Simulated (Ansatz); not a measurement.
**CdSiP₂: computed property card**

CdSiP$_{2}$:
```xyz
8
Lattice="-2.7932 2.7932 5.2298 2.7932 -2.7932 5.2298 2.7932 2.7932 -5.2298" Properties=species:S:1:pos:R:3 pbc="T T T"
Cd     0.0000     2.7932     2.6149
Cd     0.0000     0.0000     0.0000
Si     2.7932     0.0000     2.6149
Si     0.0000     0.0000     5.2298
P      1.3966     1.6253    -1.3075
P      1.3966     1.1679     3.9224
P      3.9611     1.3966     1.3075
P     -1.1679     1.3966     6.5373
```

Space group I-42d (No. 122), chalcopyrite; conventional cell a = 5.586 Å, b = 5.586 Å, c = 10.460 Å, α = 90.00°, β = 90.00°, γ = 90.00°.

Method: the program Ansatz at the LDA level (PAW). Geometry: relaxed at this level of theory. Other levels are named where they apply.

**Cell and energy**

Volume per atom: 20.40 Å³
Density: 4.12 g/cm³
Formation energy from the elements (no fitted shifts): -21 kJ/mol of atoms

**Electronic structure**

- Band gap: 1.20 eV (direct)
- Valence-band maximum: at Γ
- Conduction-band minimum: at Γ
- Electron effective mass: 0.26, 0.26, 0.77 mₑ (principal values)
- Hole effective mass: 0.15, 0.41, 0.41 mₑ (principal values)

**Mechanics**

* **Bulk modulus (Birch–Murnaghan fit)**: 87.8 GPa
* **Pressure derivative B′**: 4.5
* **Elastic constants (relaxed ions, GPa)**: C11 = 131, C12 = 66.0, C13 = 70.6, C33 = 117, C44 = 57.0, C66 = 56.2
* **Mechanical stability**: stable (all eigenvalues of C positive)
* **Hill bulk and shear moduli**: 88.0 and 42.8 GPa
* **Young's modulus**: 110 GPa
* **Poisson's ratio**: 0.29
* **Debye temperature from the elastic constants**: 392 K
* **Piezoelectric stress constants (proper, relaxed ions, C/m²)**: e14 = e25 = -0.18

**Dielectric response**

- Electronic dielectric constant ε∞ (DFPT) = 11.3 (xx = yy), 11.0 (zz)
- Static dielectric constant ε0 (ions relaxed, cell fixed) = 13.4 (xx = yy), 13.1 (zz)
- Born charges (a third of the trace) = Cd +1.81, Si +2.31, P -2.06 e

**Phonons**

- Highest zone-centre frequency (without LO–TO term): 482 cm^-1
- Zone-centre stability: no imaginary mode at Γ

The LDA relaxation kept the symmetry of its start. Signs of piezoelectric constants follow the polarity of the cell as given. The references are the lowest solids computed at this level, not always the standard phases. Scalar-relativistic: spin–orbit coupling is off unless named, which matters more the heavier the elements.

Potentials: the later of the program's two PAW sets.
